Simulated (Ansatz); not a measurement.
MgO (rock salt)

```xyz
2
Lattice="0.0000 2.1272 2.1272 2.1272 0.0000 2.1272 2.1272 2.1272 0.0000" Properties=species:S:1:pos:R:3 pbc="T T T"
O      0.0000     0.0000     0.0000
Mg     2.1272     2.1272     2.1272
```

The slice is a {110} plane (indices of the conventional cell) through the point (0.000, 0.000, 0.000) (fractional), spanned by u = [100] and v = [1 -1 -1] in vectors of this cell: u (3.01 Å) and v (4.25 Å, at 90° to u). It covers one period; positions are fractions (u, v).

All values below come from PBE (plane waves to 420 eV, PAW, scalar-relativistic; Ansatz, an electronic-structure program). k mesh 13×13×13. Near the nuclei the fields are pseudised (PAW); where an atom keeps semicore shells as valence, they peak there. MgO was relaxed with its symmetry unable to fall. The PAW data are Ansatz's earlier set.

Three fields on this plane, each scaled to ten steps between its own extremes (0 low, 9 high; the total valence density on a logarithmic scale, the potential cut 8 eV below its top; x marks points blanked near nuclei; v = 0 in the bottom row):

Map A
```
|xxxxx98889xxxx|
|xxxx9998999xxx|
|xxx999999999xx|
|xx89999999997x|
|45678999998765|
|xx14689998641x|
|xxx046898640xx|
|xxxx1588851xxx|
|xxxxx47874xxxx|
|xxxxx47874xxxx|
|xxxxx47874xxxx|
|xxxx1588851xxx|
|xxx046898640xx|
|xx14689998641x|
|45678999998765|
|xx79999999998x|
|xxx999999999xx|
|xxxx9998999xxx|
|xxxxx98889xxxx|
|xxxxx98889xxxx|
```

Map B
```
|xxxxx24542xxxx|
|xxxx1356531xxx|
|xxx025787520xx|
|xx02478987420x|
|00146899986410|
|xx35789998753x|
|xxx567888765xx|
|xxxx5666665xxx|
|xxxxx55555xxxx|
|xxxxx45554xxxx|
|xxxxx55555xxxx|
|xxxx5666665xxx|
|xxx567888765xx|
|xx35789998753x|
|00146899986410|
|xx02478987420x|
|xxx025787520xx|
|xxxx1356531xxx|
|xxxxx24542xxxx|
|xxxxx14541xxxx|
```

Map C
```
|xxxxx62026xxxx|
|xxxx9510159xxx|
|xxx973101379xx|
|xx97410001479x|
|44431000001344|
|xx00000000000x|
|xxx000000000xx|
|xxxx0000000xxx|
|xxxxx00000xxxx|
|xxxxx00000xxxx|
|xxxxx00000xxxx|
|xxxx0000000xxx|
|xxx000000000xx|
|xx00000000000x|
|44431000001344|
|xx97410001479x|
|xxx973101379xx|
|xxxx9510159xxx|
|xxxxx62026xxxx|
|xxxxx62026xxxx|
```

Task: Assign the maps to these fields: density of the lowest conduction band (whole band as if filled, smooth part); electron localisation function (ELF); electrostatic potential energy of an electron, from the cell's mean.

Result: A is the electrostatic potential energy of an electron, from the cell's mean; B is the density of the lowest conduction band (whole band as if filled, smooth part); C is the electron localisation function (ELF).
